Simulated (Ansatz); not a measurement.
# Sn4SeS3: computed properties

The calculation used Ansatz, DFT PBE, scalar-relativistic, plane waves, PAW.

Settings: cutoff 420 eV, Γ-centred mesh 8×10×4 on the computed 8-atom cell, Gaussian smearing of 0.02 eV; no spin polarisation.

The structure is relaxed at this level of theory with its symmetry kept, and needn't be the ground state of this composition.

```yaml
crystal:
  lattice:
    - [4.32122, 0.00000, 0.03800]
    - [0.00000, 4.12986, 0.00000]
    - [-0.56239, 0.00000, 11.73315]
  atoms:
    - { symbol: Sn, position: [0.98447, 0.50000, 0.00310] }
    - { symbol: Sn, position: [0.31467, 0.00000, 0.75489] }
    - { symbol: Sn, position: [0.35778, 0.50000, 0.49356] }
    - { symbol: Sn, position: [0.77999, 0.00000, 0.24292] }
    - { symbol: Se, position: [0.89208, 0.00000, 0.47686] }
    - { symbol: S, position: [0.37718, 0.50000, 0.27007] }
    - { symbol: S, position: [0.39431, 0.00000, 0.97807] }
    - { symbol: S, position: [0.89951, 0.50000, 0.78052] }
```

```json
{"Space group": "Pm (No. 6)", "Volume per atom": "176.7 bohr³", "Formation energy from the elements' standard states (uncorrected)": "-0.436 eV/atom", "Kohn–Sham band gap": "0.55 eV, indirect from (0.411, 0.000, -0.109) to Γ", "Orbital (Löwdin) character of the top 1 eV of the valence band": "S 3p 41 %, Sn 5s 21 %, Se 4p 19 %, Sn 5p 16 %", "Orbital (Löwdin) character of the lowest 1 eV of the conduction band": "Sn 5p 68 %, S 3p 10 %", "Electron masses at the edge by direction of the standard setting (m_e; one valley, along these axes only; no spin-orbit coupling)": "x: 1.5; y: 0.92; z: 0.089", "Hole masses at the edge by direction of the standard setting (m_e; one valley, along these axes only; no spin-orbit coupling)": "x: 0.21; y: 0.16; z: 0.99", "Bader charge by site (e)": "Sn (1 in the cell) 0.97, Sn (1 in the cell) 0.97, Sn (1 in the cell) 0.89, Sn (1 in the cell) 0.93, Se (1 in the cell) -0.85, S (1 in the cell) -0.97, S (1 in the cell) -0.98, S (1 in the cell) -0.97"}
```

The cell holds layers, chains or molecules and no dispersion correction was added, so their binding is poorly described.

The cell was found from a structure generator's guess, not taken from experiment. Kohn–Sham gaps at this level usually fall short of measured ones. Löwdin shares on free-atom orbitals overweight diffuse shells in the empty bands.
